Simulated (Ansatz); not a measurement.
# TiAl3: all-electron results

```xyz
4
Lattice="-1.9111 1.9111 4.2807 1.9111 -1.9111 4.2807 1.9111 1.9111 -4.2807" Properties=species:S:1:pos:R:3 pbc="T T T"
Ti    0.0000    0.0000    0.0000
Al    0.0000    0.0000    4.2807
Al    0.0000    1.9111    2.1403
Al    1.9111    0.0000    2.1403
```

Atoms are numbered in the order listed.

Structure from Materials Project entry mp-542915 (possibly hypothetical), not relaxed further.

Spin polarisation is left out, and whether a magnetic state lies lower isn't shown here.

Methods: DFT, PBE, all-electron LAPW, scalar-relativistic (Ansatz 0.2.0); DFT, PBE, PAW with Ansatz's default frozen-core files, scalar-relativistic (Ansatz 0.2.0).

For LAPW: a Γ-centred 15×15×15 k mesh, Fermi–Dirac smearing of 0.05 eV, basis error target 0.5 meV/atom, no spin polarisation. PAW takes a cutoff of 420 eV at this cell. The Ansatz runs share mesh, smearing and spin set-up. Values come from LAPW unless marked.

| Property | Result |
| --- | --- |
| Pressure at this cell | 2.05 GPa |
| Stress xx, yy, zz (compression positive) | 2.03, 2.03, 2.10 GPa |
| Density of states at the Fermi level (0.2 eV bin) | 1.72 states/eV per cell |
| Löwdin charges (with 0.14 e of the cell spilling out of the atomic basis, so their sizes and signs hang on that basis) | Ti1 0.53, Al2 -0.10, Al3 -0.15 e |
| Volume per atom | 105.5 bohr³ |

Question: Bader charges (from the PAW run): what does the calculation give?

Answer: Ti1 +0.80, Al2 -0.25, Al3 -0.28 e.

Question: Give the computed value. Band gap.

Answer: none: with an odd electron count and no spin polarisation the bands can't all be full, a metal in this set-up (spin order or a larger cell could open a gap).
